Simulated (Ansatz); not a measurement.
PtS2:
```
CELL_PARAMETERS angstrom
      3.55080     0.00000     0.00000
     -1.77540     3.07508     0.00000
      0.00000     0.00000     5.20270
ATOMIC_POSITIONS crystal
  Pt 0.00000 0.00000 0.00000
  S  0.33333 0.66667 0.23558
  S  0.66667 0.33333 0.76442
```

Relaxed with r²SCAN+D4. Special points in fractions of this cell's reciprocal vectors: Γ (0.000, 0.000, 0.000); M (0.500, 0.000, 0.000); K (0.333, 0.333, 0.000); A (0.000, 0.000, 0.500); L (0.500, 0.000, 0.500); H (0.333, 0.333, 0.500).

Problem. List the band energies nearest the valence-band maximum at these points for plane-wave PAW r²SCAN+D4 (Ansatz code).

Solution. In eV from the valence-band maximum; about four levels below and three above (degenerate sets whole), none deeper than 8.9 eV; points with the same levels are listed once.

```csv
k,below,above
Γ,-2.01 -1.03 -1.03 -0.05,2.41 2.41 5.35
M,-3.11 -3.09 -3.04 -2.42,1.84 2.79 5.79
K,-3.51 -2.78 -1.40 -1.40,1.09 1.09 5.64
A,-2.53 -1.22 -1.22 -1.07,2.87 2.87 6.04
L,-3.16 -2.76 -2.74 -1.46,2.05 2.49 5.47
H,-3.62 -3.45 -1.89 -1.89,2.27 2.27 7.46
```

Space group P-3m1 (CdI2 type). The cell was relaxed with r²SCAN+D4 under the symmetry of its start; phonons on a q-mesh show no instability. No spin polarisation was allowed. Spin–orbit coupling is left out wherever it is not named.

Potentials: the later of the program's two PAW sets.
